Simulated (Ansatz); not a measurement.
**Is this Cd₄SeS₃ structure a true minimum?**

The cell was found from a structure generator's guess, not taken from experiment.

All numbers below come from DFT PBE, scalar-relativistic, plane waves, PAW in Ansatz 0.2.0. Settings: cutoff 420 eV, Γ-centred mesh 6×6×6 on the computed 8-atom cell, Gaussian smearing of 0.02 eV; no spin polarisation.

The cell below (8 atoms, space group P-43m (No. 215)) is relaxed within its symmetry.

```
Cd Se S
1.0
     5.99197    0.00000    0.00000
     0.00000    5.99197    0.00000
     0.00000    0.00000    5.99197
Cd Se S
4 1 3
Direct
  0.24427 0.75573 0.24427
  0.24427 0.24427 0.75573
  0.75573 0.75573 0.75573
  0.75573 0.24427 0.24427
  0.50000 0.50000 0.50000
  0.50000 0.00000 0.00000
  0.00000 0.00000 0.50000
  0.00000 0.50000 0.00000
```

For the test it was strained at random (σ = 1.5 % a component), the atoms were moved at random (σ = 0.05 Å), and all was relaxed again on a coarse 2×2×2 mesh (in the run’s order of axes) with 0.10 eV smearing, with no symmetry imposed.

**Question.** Does it come back?

**Answer.** It returns, within 1 meV/atom of the unmoved cell on that mesh and with the same symmetry when read at 0.1 Å (P1 at 0.01 Å, so small strains and shifts remain). No instability shows in this cell; modes of other wave vectors, which need another repeat, aren't tested.
